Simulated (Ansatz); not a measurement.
**Property card for GeF5**

Method: DFT PBE, scalar-relativistic, plane waves, PAW in Ansatz 0.2.0.

Plane waves to 420 eV, a k mesh through Γ of 6×6×12 on the computed 6-atom cell and Gaussian smearing (0.10 eV); no spin polarisation.

The structure is relaxed at this level of theory with its symmetry kept, and needn't be the ground state of this composition.

```
Ge F
1.0
     6.38198    0.00000    0.00000
    -3.19099    5.52696    0.00000
     0.00000    0.00000    2.99147
Ge F
1 5
Direct
  0.00000 0.00000 0.50000
  0.50000 0.00000 0.00000
  0.00000 0.50000 0.00000
  0.50000 0.50000 0.00000
  0.33333 0.66667 0.00000
  0.66667 0.33333 0.00000
```

* Space group: P6/mmm (No. 191)
* Volume per atom: 17.59 Å³
* Formation energy from the elements' standard states (uncorrected): +0.161 eV/atom
* Kohn–Sham band gap: none (metal)
* Density of states at the Fermi level: 1.8 states/eV per cell
* Orbital (Löwdin) character within 0.5 eV of the Fermi level: F 2p 62 %, Ge 4p 34 %
* Bader charge by site (e): Ge (1 in the cell) 0.93, F (3 in the cell) -0.26, F (2 in the cell) -0.08

The cell holds layers, chains or molecules and no dispersion correction was added, so their binding is poorly described.

Another cell of GeF5 relaxed alike, in R-3m, lies 1.43 eV/atom lower, so this cell isn't the stable form at this level.

The cell was found from a structure generator's guess, not taken from experiment. Löwdin shares on free-atom orbitals overweight diffuse shells.
